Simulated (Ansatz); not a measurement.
## Orderings of YAl₃N₄ on the rock salt lattice

The calculation used DFT PBE, scalar-relativistic, plane waves, PAW in Ansatz. Settings: cutoff 420 eV, Γ-centred meshes spaced at most about 0.3 Å⁻¹ (2π included), Gaussian smearing. No spin polarisation.

Temperature and zero-point effects are left out. Each row is a relaxed arrangement of Y and Al on shared sites of the rock salt type. The column n gives the unlike atoms among the 12 nearest shared sites, averaged over those sites; energies count from the lowest row.

```json
{"row": "1", "space group": "P4/mmm (No. 123)", "source": "invented", "atoms": "8", "n (of 12)": "4.00", "V (Å³/atom)": "10.50", "gap on mesh (eV)": "0.87", "ΔE (meV/atom)": "?"}
{"row": "2", "space group": "Cmmm (No. 65)", "source": "invented", "atoms": "8", "n (of 12)": "5.00", "V (Å³/atom)": "10.15", "gap on mesh (eV)": "1.76", "ΔE (meV/atom)": "0"}
{"row": "3", "space group": "Pm-3m (No. 221)", "source": "invented", "atoms": "8", "n (of 12)": "6.00", "V (Å³/atom)": "10.55", "gap on mesh (eV)": "1.38", "ΔE (meV/atom)": "200"}
```

The cell of row 1:

```cif
data_structure
_symmetry_space_group_name_H-M 'P 1'
_symmetry_Int_Tables_number 1
_cell_length_a 3.1552
_cell_length_b 3.1552
_cell_length_c 8.4411
_cell_angle_alpha 90.000
_cell_angle_beta 90.000
_cell_angle_gamma 90.000
_cell_volume 84.03
loop_
_atom_site_label
_atom_site_type_symbol
_atom_site_fract_x
_atom_site_fract_y
_atom_site_fract_z
_atom_site_occupancy
Y1 Y 0.50000 0.50000 0.00000 1
Al1 Al 0.00000 0.00000 0.72923 1
Al2 Al 0.00000 0.00000 0.27077 1
Al3 Al 0.50000 0.50000 0.50000 1
N1 N 0.00000 0.00000 0.00000 1
N2 N 0.50000 0.50000 0.27441 1
N3 N 0.00000 0.00000 0.50000 1
N4 N 0.50000 0.50000 0.72559 1
```

Question: Estimate the missing energy, and say where the row ranks.

Answer: 54 meV/atom, above row 2 and below row 3. The count n alone doesn't order these rows. Row 1: Y is surrounded by 6 N at 2.23–2.32 Å, 4 Y at 3.16 Å and 8 Al at 3.19 Å; Al on a site of symmetry 4mm has 1 N at 1.93 Å, 5 N at 2.23–2.29 Å, 4 Al at 2.95 Å, 4 Al at 3.16 Å and 4 Y at 3.19 Å; Al on a site of symmetry 4/mmm is surrounded by 2 N at 1.90 Å and 4 N at 2.23 Å; N on a site of symmetry 4/mmm is surrounded by 4 Y at 2.23 Å and 2 Al at 2.29 Å; 2 more sites not described.

Kohn–Sham gaps at this level usually fall short of measured ones. The lowest form computed is outside the table: I-42m, 164 meV/atom below the lowest row. Only small cells were tried; in real samples the shared sites are often disordered. Some candidate types were left out of the draw beforehand, so a known form may be missing.
